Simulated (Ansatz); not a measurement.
## Sn: electron density at the nuclei under pressure

```
CELL_PARAMETERS angstrom
-2.94014 2.94014 1.59930
2.94014 -2.94014 1.59930
2.94014 2.94014 -1.59930
ATOMIC_POSITIONS crystal
Sn 0.75000 0.25000 0.50000
Sn 0.00000 0.00000 0.00000
```

Atom numbers follow the list: Sn1, Sn2.

Structure from Materials Project entry mp-84 (possibly hypothetical), not relaxed further.

No spin–orbit coupling, which matters for the heavy atoms here.

Method: DFT, r2SCAN, all-electron PAW with datasets made for the crystal, scalar-relativistic in Ansatz 0.2.0.

Settings: a Γ-centred 12×12×12 k mesh, Fermi–Dirac smearing of 0.05 eV, cutoff 240 eV (chosen by the program for this cell), no spin polarisation.

The contact density is the mean electron density over the nuclear volume; its changes set Mössbauer isomer shifts. Changes below are taken from the unscaled cell, where it is 1.23424e+06 e/Å³ at Sn1.

The datasets are made afresh for each cell, so very small changes are uncertain.

Question: Does compression raise or lower the contact density at Sn1?

Answer: It lowers it, by 6.27 e/Å³ over the whole range.

Question: Tabulate the changes with volume.

Answer: 
```json
{"V/V(cell)": "0.9600", "P (GPa)": "2.3", "Δρ(0) Sn1 (e/Å³)": "-3.16"}
{"V/V(cell)": "1.0000", "P (GPa)": "-0.1", "Δρ(0) Sn1 (e/Å³)": "0.00"}
{"V/V(cell)": "1.0400", "P (GPa)": "-2.1", "Δρ(0) Sn1 (e/Å³)": "3.11"}
```
